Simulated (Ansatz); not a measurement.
Cr2N (space group P-31m)

```yaml
crystal:
  lattice:
    - [4.71882, 0.00000, 0.00000]
    - [-2.35941, 4.08662, 0.00000]
    - [0.00000, 0.00000, 4.35893]
  atoms:
    - { symbol: Cr, position: [0.32629, 0.00000, 0.25329] }
    - { symbol: Cr, position: [0.00000, 0.32629, 0.25329] }
    - { symbol: Cr, position: [0.67371, 0.67371, 0.25329] }
    - { symbol: Cr, position: [0.00000, 0.67371, 0.74671] }
    - { symbol: Cr, position: [0.67371, 0.00000, 0.74671] }
    - { symbol: Cr, position: [0.32629, 0.32629, 0.74671] }
    - { symbol: N, position: [0.33333, 0.66667, 0.50000] }
    - { symbol: N, position: [0.66667, 0.33333, 0.50000] }
    - { symbol: N, position: [0.00000, 0.00000, 0.00000] }
```

The slice is a (-1 2 -1 0) plane (indices of the conventional cell) through the point (0.326, 0.000, 0.253) (fractional), spanned by u = [001] and v = [210] in vectors of this cell: u (4.36 Å) and v (8.17 Å, at 90° to u). It covers one period; positions are fractions (u, v).

The numbers are results of PBEsol (plane waves to 420 eV, PAW, scalar-relativistic; Ansatz, an electronic-structure program), not measurements. k mesh 11×11×11. These are valence fields of a PAW run, semicore shells included where kept as valence: close to a nucleus they are smooth pseudo fields. Cr2N is run without spin polarisation. Cr2N was relaxed with its symmetry unable to fall.

**Question.** Sketch the electrostatic potential energy of an electron, from the cell's mean on this plane as a map.

**Answer.** 
```
|xx *#**#* x|
|  +#-  :=: |
|+#@# x  x-+|
| =%#    .-:|
|xx #*::++ x|
|xx +%%%%* x|
|xx +%%@@* x|
|xx +*=+%% x|
| .-:   =@%-|
|*+:x   .%@%|
|  --   =%* |
|xx +*++## x|
|xx +%%@@* x|
|xx +%#%@* x|
|x  += .*#: |
|-=-    :%%+|
|++-x   :%@#|
|  .=- .*%+ |
|xx +###@# x|
|xxx+%%@@*xx|
```
Scale: ten equal steps from 4.00 (start of ' ') to 12.33 (end of '@'), in the order ' .:-=+*#%@'. Values: electrostatic potential energy of an electron, from the cell's mean, in eV. The map has 11 points along u (one character each, u = 0 at the left) and 20 along v (v = 0 in the bottom row). Points within 0.8 Å of a nucleus are blanked (x), as the pseudised field means little there. Values under 4 eV are set to 4. The zero, the cell's mean, hangs on the PAW cores.
